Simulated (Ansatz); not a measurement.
Si3Ge:
```
CELL_PARAMETERS angstrom
      3.88616     0.00000     0.00000
      0.00000     3.88616     0.00000
      0.00000     0.00000     5.48865
ATOMIC_POSITIONS crystal
  Si 0.50000 0.00000 0.75487
  Si 0.00000 0.00000 0.00000
  Si 0.00000 0.50000 0.24513
  Ge 0.50000 0.50000 0.50000
```

This is the r²SCAN-relaxed structure.

**Question.** All from plane-wave PAW r²SCAN (Ansatz code), unless another level is named. Estimate the HSE06 gap on the r²SCAN cell.

**Answer.** 0.93 eV.

**Question.** And the electron effective mass with spin–orbit coupling?

**Answer.** 0.19, 0.42, 0.42 mₑ (principal values).

**Question.** Next, the valence-band maximum?

**Answer.** at Γ.

**Question.** And the conduction-band minimum?

**Answer.** at M.

Space group P-4m2. The start of the workflow was typed in or built on a structure type; neither database checked (COD, Materials Project) lists it. Whether it is the stable phase at ambient conditions was not checked. The r²SCAN relaxation kept the symmetry of its start; whether a distortion lowers the energy is not shown. Spin–orbit coupling is left out wherever it is not named.

Potentials: the later of the program's two PAW sets.
